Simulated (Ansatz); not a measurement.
The elements of this relaxed trial crystal are hidden behind letters.

```
lattice vectors (Å)
  -3.6705    3.9552    3.3622
   3.6705   -3.9552    3.3622
   3.6705    3.9552   -3.3622
fractional positions
X 0.0000 0.0000 0.0000
X 0.5000 0.0000 0.5000
Z 0.0535 0.8035 0.2500
Z 0.6510 0.5000 0.6510
Z 0.3490 0.0000 0.8490
Z 0.9465 0.1965 0.7500
Z 0.3490 0.5000 0.3490
Z 0.6510 0.0000 0.1510
```

The calculation used Ansatz, DFT PBE, scalar-relativistic, plane waves, PAW. Cutoff 420 eV, Γ-centred 8×8×8 mesh (8-atom cell), Gaussian smearing of 0.10 eV, no spin polarisation.

```
Space group                              : Imma (No. 74)
Conventional cell                        : a = 7.341 Å, b = 7.910 Å, c = 6.724 Å
Volume per atom                          : 24.41 Å³
Density                                  : 4.51 g/cm³
Formation energy                         : +0.01 eV/atom
Gap on the 8×8×8 mesh of the 8-atom cell : 0 eV (a metal)
```

Energies are uncorrected and count from the elements' standard states at the same level.

Question: X is a p-block element of period 3 and Z is a p-block element of period 4. Which elements are they?

Answer: X = Si, Z = Se, so the formula is SiSe3. Density times volume gives a mean mass of 4.51 × 24.41/1.6605 = 66.3 u per atom, and this set has 66.2 u. Among the elements that the hints allow, noble gases aside, only these give it. Si has 2 Se at 2.38 Å and 4 Se at 2.61 Å; around Se on a site of symmetry mm2 lie 2 Si at 2.38 Å; around Se on a site of symmetry 2 lie 1 Se at 2.39 Å and 2 Si at 2.61 Å.

Symmetry constrained the relaxation, so the result can be a saddle point.
